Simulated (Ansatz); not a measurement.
Tl:
```yaml
crystal:
  lattice:
    - [3.46007, 0.00000, 0.00000]
    - [-1.73003, 2.99651, 0.00000]
    - [0.00000, 0.00000, 5.51395]
  atoms:
    - { symbol: Tl, position: [0.33333, 0.66667, 0.75000] }
    - { symbol: Tl, position: [0.66667, 0.33333, 0.25000] }
```

Relaxed with PBEsol. Special points in fractions of this cell's reciprocal vectors: Γ (0.000, 0.000, 0.000); M (0.500, 0.000, 0.000); K (0.333, 0.333, 0.000); A (0.000, 0.000, 0.500); L (0.500, 0.000, 0.500); H (0.333, 0.333, 0.500).

**Question.** List the band energies nearest the Fermi level at these points for plane-wave PAW PBEsol (Ansatz code).

**Answer.** In eV from the Fermi level; about four levels below and three above (degenerate sets whole), none deeper than 8.9 eV; points with the same levels are listed once.

```
k                    below                          above
-  -----------------------  -----------------------------
Γ              -5.11 -2.90            7.89 7.89 9.98 9.98
M        -5.83 -4.75 -0.73                 0.48 1.29 3.74
K        -4.66 -4.66 -1.39                 1.74 1.74 2.76
A              -8.66 -8.66  3.35 3.35 8.88 8.88 8.88 8.88
L  -4.76 -4.76 -2.34 -2.34            5.49 5.49 6.12 6.12
H  -4.12 -4.12 -0.98 -0.98            0.15 0.15 7.64 7.64
```

Space group P6_3/mmc (hcp (Mg type)). Symmetry was held in the PBEsol relaxation. Scalar-relativistic: spin–orbit coupling is off unless named, which matters more the heavier the elements.

Potentials: the later of the program's two PAW sets.
